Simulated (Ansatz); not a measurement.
A generator proposed this cell of La3Zr.

```
La Zr
1.0
     0.00000    4.11626    4.11626
     4.11626    0.00000    4.11626
     4.11626    4.11626    0.00000
La Zr
3 1
Direct
  0.75000 0.75000 0.75000
  0.50000 0.50000 0.50000
  0.25000 0.25000 0.25000
  0.00000 0.00000 0.00000
```

The calculation used Ansatz, DFT PBE, scalar-relativistic, plane waves, PAW. Cutoff 420 eV; k points 4×4×4 on the computed 4-atom cell (Γ-centred); Gaussian smearing, width 0.10 eV; no spin polarisation.

The zero of energy is the elements' standard structures at the same level; no fitted shifts are applied.

Question: What does a single point on this coarse mesh give?

Answer: The pressure is -2.4 GPa (it wants to contract), the largest force is 0.00 eV/Å (symmetry fixes the atoms), and the energy is +0.27 eV/atom against the elements. The shortest distance is 3.56 Å.

Question: How much does it gain on relaxing, and where does it end?

Answer: Relaxing gains under 0.1 eV/atom (the start's value is from the coarse mesh, so the gain is rough) in 6 ionic steps and ends at +0.25 eV/atom on the finer mesh. The symmetry stays Fm-3m (No. 225). The end has the BiF3 (D0_3) type. The volume per atom shrinks by 7.1 %, from 34.9 to 32.4 Å³. The shortest distance goes from 3.56 Å (La–Zr and La–La) to 3.48 Å (La–Zr and La–La). Conventional cell: a = 8.034 Å. Around La on a site of symmetry -43m lie 4 Zr at 3.48 Å, 4 La at 3.48 Å and 6 La at 4.02 Å; La on a site of symmetry m-3m has 8 La at 3.48 Å and 6 Zr at 4.02 Å; Zr has 8 La at 3.48 Å and 6 La at 4.02 Å.

The last run used collinear spin, a 10×10×10 mesh for its 4-atom cell and Gaussian smearing of 0.10 eV. The magnetic state reached may not be the lowest. The relaxation can't lower the symmetry of the start. A structure relaxed within its symmetry needn't be a true minimum.
